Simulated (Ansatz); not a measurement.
AgRhO2 in space group R-3m (No. 166; Ag on 3a, Rh on 3b, O on 6c), DFT-PBE in the program Ansatz with PAW potentials, all energies at zero smearing, with the estimated change up to a 700 eV cutoff added, with one set of potentials and settings (totals compare only within such a set). Cell of 4 atoms (1 Ag, 1 Rh, 2 O): -15125.563 eV.

```tsv
element	reference phase	E (eV/atom)
Ag	R-3m, 3 atoms in the cell	-7590.5531
Rh	Fm-3m, 1 atoms in the cell	-6402.8911
O	C2/m, 4 atoms in the cell, spin-polarised	-565.0000
```

Formation energy per atom, worked out: (-15125.563 − 1×(-7590.5531) − 1×(-6402.8911) − 2×(-565.0000))/4 = -0.530 eV/atom (-51 kJ per mol of atoms), at 0 K, without zero-point energy or fitted corrections.

The workflow started from a Materials Project entry (that database holds measured and hypothetical structures alike); the Crystallography Open Database copy checked does not list it. Its standing as an ambient phase is unchecked. Symmetry was held in the PBE relaxation; whether a distortion lowers the energy is not shown. No spin polarisation was allowed. The references are the lowest solids computed at this level, not always the standard phases (solids in place of the gases).

Potentials: the later of the program's two PAW sets.
